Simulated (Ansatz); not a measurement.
A geometry of Sb2O3 away from equilibrium: the start of the relaxation of a generated trial cell of Sb2O3 in the stibnite structure type. Level of theory: r2SCAN (plane waves to 500 eV, PAW, scalar-relativistic; Ansatz, an electronic-structure program). Γ-centred k-mesh 2×6×2 on the run's cell (coarser than for final values), Fermi–Dirac smearing 0.05 eV.

```xyz
20
Lattice="9.4669 0.0000 0.0000 0.0000 3.2135 0.0000 0.0000 0.0000 9.4191" Properties=species:S:1:pos:R:3:forces:R:3 pbc="T T T" free_energy=-58805.140 pressure_GPa=5.6
Sb     9.1888     0.8034     1.6387   -0.7121    0.0000   -1.2675
Sb     4.4554     0.8034     3.0708   -0.7121    0.0000    1.2675
Sb     0.2780     2.4101     7.7803    0.7121    0.0000    1.2675
Sb     5.0115     2.4101     6.3483    0.7121    0.0000   -1.2675
Sb     6.1477     0.8034     9.0797    1.8649    0.0000    0.0867
Sb     1.4143     0.8034     5.0489    1.8649    0.0000   -0.0867
Sb     3.3192     2.4101     0.3394   -1.8649    0.0000   -0.0867
Sb     8.0526     2.4101     4.3702   -1.8649    0.0000    0.0867
O      2.7662     0.8034     1.8067    1.8820    0.0000   -0.0691
O      7.4997     0.8034     2.9029    1.8820    0.0000    0.0691
O      6.7007     2.4101     7.6124   -1.8820    0.0000    0.0691
O      1.9672     2.4101     6.5162   -1.8820    0.0000   -0.0691
O      4.2639     0.8034     8.2605    1.3433    0.0000    1.1529
O      8.9973     0.8034     5.8681    1.3433    0.0000   -1.1529
O      5.2030     2.4101     1.1585   -1.3433    0.0000   -1.1529
O      0.4696     2.4101     3.5510   -1.3433    0.0000    1.1529
O      5.9130     0.8034     5.2850   -1.0128    0.0000    1.1011
O      1.1796     0.8034     8.8435   -1.0128    0.0000   -1.1011
O      3.5539     2.4101     4.1340    1.0128    0.0000   -1.1011
O      8.2873     2.4101     0.5755    1.0128    0.0000    1.1011
```

Positions in Å, forces in eV/Å, free energy of the cell in eV (comparable only within this code, potentials and settings). Largest force: 1.88 eV/Å, on O9, O10, O11, O12 (atoms numbered as listed); the geometry lies 0.27 eV/atom above the end of its relaxation.

No spin polarisation in the result.

The run could not lose the symmetry of its start, so the end can be a saddle point.

The end of the path is a generated cell of Sb2O3: the first start was made by placing the elements on the sites of a structure type, and the end was not matched to a known phase here, so it may be hypothetical. Known forms of Sb2O3 include space group No. 227.
